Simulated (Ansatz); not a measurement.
BN (rock salt, Fm-3m), the program Ansatz at the PBEsol level (PAW). The conduction-band minimum lies at X, with 3 equivalent valleys. Second derivatives d²E/dk² of the lowest band at one valley (eV·Å²), along Cartesian directions:

| direction | d²E/dk² |
|---|---|
| [100] | 4.302 |
| [010] | 22.25 |
| [001] | 22.25 |
| [110] | 13.28 |
| [101] | 13.28 |
| [011] | 22.24 |

### Question
Find the principal effective masses, the density-of-states mass and the conductivity mass.

### Answer
Off-diagonal terms follow from H_xy = H[110] − (H_xx + H_yy)/2, and m*/mₑ = 7.620 eV·Å² over each eigenvalue: 0.34, 0.34, 1.8. One valley's DOS mass (m₁m₂m₃)^(1/3) = 0.59, conductivity mass 3/(Σ 1/mᵢ) = 0.47 mₑ.

### Question
What effective density of states Nc follows at 300 K for parabolic valleys?

### Answer
Nc = 2.509e19 × 3 × (0.59)^(3/2) ≈ 3.4e19 cm⁻³.

The start of the workflow was typed in or built on a structure type; neither database checked (COD, Materials Project) lists it. It is not the phase usual at ambient conditions (space group No. 186, 194, 216). The cell was relaxed with PBEsol under the symmetry of its start. At this level the phase is dynamically unstable (imaginary phonons). Its formation energy is positive at this level, so the cell may be metastable or incomplete.

Potentials: the later of the program's two PAW sets.

Edges and masses are those of Kohn–Sham bands, whose gap is no quasiparticle gap.
